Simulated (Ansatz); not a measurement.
According to r²SCAN in the plane-wave PAW code Ansatz, SiBi2O5 in the orthorhombic phase (Cmcm; Pearson symbol oS32) relaxes to a = 15.151 Å, b = 5.482 Å, c = 5.306 Å. Si has 4 nearest neighbours from 1.61 Å (tetrahedral). Its formation energy from the elements is -1.95 eV/atom, with no fitted shifts.

It is gapped at this level: 3.29 eV (indirect). The screened hybrid HSE06 puts the gap at 4.03 eV. Gap from r²SCAN with spin–orbit coupling: 2.90 eV. The electron mass is 0.39, 0.41, 1.8 mₑ (principal values). The hole mass is 0.64, 2.2, 4.4 mₑ (principal values).

An equation-of-state fit gives a bulk modulus of 103 GPa. Bader charges are Si +3.32, Bi +2.00, O -1.71 to -1.23 e.

The start of the workflow was typed in or built on a structure type; neither database checked (COD, Materials Project) lists it. Whether it is the stable phase at ambient conditions was not checked. The cell was relaxed with r²SCAN under the symmetry of its start; its stability against distortions is not shown here. The references are the lowest solids computed at this level, not always the standard phases (solids in place of the gases). Spin–orbit coupling is left out wherever it is not named.

Potentials: the earlier of the program's two PAW sets. The files were generated under PBE; for other functionals the program regenerates the frozen cores, and for LDA and PBEsol the local potential too.
